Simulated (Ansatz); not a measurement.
CdS (wurtzite)

```xyz
4
Lattice="4.1643 0.0000 0.0000 -2.0822 3.6064 0.0000 0.0000 0.0000 6.7688" Properties=species:S:1:pos:R:3 pbc="T T T"
Cd     2.0822     1.2021     0.0067
Cd     0.0000     2.4043     3.3911
S      2.0822     1.2021     4.2252
S      0.0000     2.4043     0.8408
```

Equation-of-state scan: isotropic scaling of the cell above, V₀ being its volume. The atoms relax within the cell's symmetry.

The numbers are results of r2SCAN (plane waves to 500 eV, PAW, scalar-relativistic; Ansatz, an electronic-structure program), not measurements. k mesh 9×9×5 (Γ-centred), Fermi-Dirac smearing 0.05 eV. E stands for the smeared free energy. Stress and pressure are positive under compression. CdS was relaxed with its symmetry unable to fall. The PAW data are Ansatz's earlier set. The zero of ΔE is the relaxed starting cell.

Give the computed ΔE (meV/atom) and P (GPa) at V/V₀ = 0.840, 0.880, 1.040, 1.080, 1.120.


```csv
V/V₀,ΔE (meV/atom),P (GPa)
0.840,168.0,15.5
0.880,86.9,10.3
1.040,7.1,-2.2
1.080,26.6,-3.9
1.120,56.0,-5.3
```

(A scan under strain: stresses follow from slopes of the energy per volume, elastic moduli from its curvatures.)
